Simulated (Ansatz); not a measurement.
Wurtzite alloy of ZnSe and CdSe (9 of 48 Zn sites exchanged), 96 atoms

Ansatz, PAW, plane waves. PBEsol relaxation of cell lengths and atoms (angles held) at the single k point (¼, ¼, ¼) without its symmetry partners; single points on the relaxed atoms at the single k point (¼, ¼, ¼) without its symmetry partners, onto which points of the small cell's zone fold. Arrangement: unlike neighbours preferred. No spin–orbit coupling unless named.

Relaxed structure:

```
Zn Cd Se
1.0
    12.09696    0.00000    0.00000
     0.00000   13.98117    0.00000
     0.00000    0.00000   13.25290
Zn Cd Se
39 9 48
Direct
  0.00215 0.16433 0.99665
  0.00151 0.16368 0.50460
  0.33192 0.16650 0.00114
  0.16901 0.41897 0.99924
  0.16880 0.42137 0.49982
  0.00288 0.66538 0.00305
  0.00198 0.66541 0.49738
  0.66596 0.16665 0.99996
  0.66608 0.16632 0.50039
  0.49687 0.41431 0.00275
  0.49746 0.41675 0.49631
  0.33125 0.66560 0.99641
  0.33118 0.66624 0.50335
  0.16743 0.91572 0.00052
  0.16546 0.91438 0.49960
  0.83389 0.41601 0.00317
  0.83349 0.41480 0.49710
  0.49931 0.92024 0.99715
  0.50121 0.91863 0.50310
  0.83408 0.91853 0.99993
  0.83399 0.91859 0.49956
  0.16716 0.08188 0.24756
  0.16967 0.08260 0.75354
  0.49994 0.08624 0.24737
  0.49873 0.08173 0.75305
  0.33400 0.33336 0.24691
  0.33473 0.33515 0.75321
  0.16917 0.58395 0.24979
  0.16905 0.58355 0.74985
  0.99996 0.82956 0.25122
  0.83082 0.07942 0.75104
  0.66274 0.33575 0.25187
  0.49625 0.58019 0.25045
  0.49537 0.58398 0.75004
  0.33530 0.83406 0.75148
  0.83332 0.58602 0.24970
  0.83454 0.58537 0.75101
  0.66467 0.83373 0.25063
  0.66304 0.83594 0.75034
  0.33128 0.16595 0.50056
  0.66622 0.66689 0.00039
  0.66801 0.66659 0.50187
  0.00020 0.33561 0.25237
  0.00105 0.33350 0.75035
  0.00231 0.83232 0.74987
  0.83120 0.07933 0.25000
  0.66180 0.33300 0.75076
  0.33643 0.83402 0.25074
  0.00718 0.16276 0.17995
  0.00049 0.15544 0.68885
  0.33227 0.16656 0.18747
  0.33418 0.16867 0.69766
  0.17569 0.42191 0.18341
  0.17716 0.42099 0.68440
  0.00196 0.66430 0.18827
  0.00195 0.65758 0.68186
  0.65940 0.17329 0.18436
  0.66472 0.15754 0.68515
  0.49883 0.41638 0.18745
  0.48984 0.42245 0.68103
  0.33424 0.65985 0.18114
  0.33238 0.66949 0.68852
  0.15848 0.91839 0.18492
  0.17732 0.92139 0.68425
  0.82300 0.42247 0.18708
  0.83075 0.42546 0.68025
  0.66291 0.66649 0.19840
  0.66488 0.66786 0.69980
  0.50949 0.92343 0.18149
  0.49871 0.91767 0.68827
  0.83309 0.90405 0.18396
  0.82485 0.91732 0.68387
  0.15709 0.07671 0.43211
  0.16803 0.08107 0.93791
  0.00314 0.33110 0.44990
  0.00120 0.33292 0.94794
  0.50743 0.07995 0.43222
  0.49875 0.08592 0.93791
  0.33098 0.34053 0.43113
  0.33222 0.33212 0.93839
  0.16764 0.58549 0.43515
  0.16574 0.58371 0.93503
  0.99854 0.83193 0.43788
  0.00004 0.83213 0.94655
  0.83400 0.08533 0.44631
  0.83295 0.08428 0.93732
  0.66513 0.33281 0.43791
  0.66600 0.33410 0.94697
  0.49040 0.58083 0.43484
  0.49058 0.57678 0.93425
  0.33499 0.83315 0.44755
  0.33401 0.83327 0.93789
  0.84261 0.57807 0.43312
  0.84357 0.57864 0.93548
  0.66670 0.84247 0.43487
  0.66645 0.84342 0.93415
```

What are the mean bond lengths by pair (pairs within 1.2 times the sum of covalent radii, less contacts 15 % beyond the pair's median; cation–cation pairs of compounds aside; long ionic contacts are cut short by that bound)?

Cd–Se 2.609 ± 0.008 Å (standard deviation, 36 bonds); Se–Zn 2.447 ± 0.011 Å (standard deviation, 156 bonds).

What gap lies between the top filled and the lowest empty level in the single points?

HSE06 3.31 eV (3.6 min on NVIDIA GB300). Away from Γ this isn't the crystal's band gap.
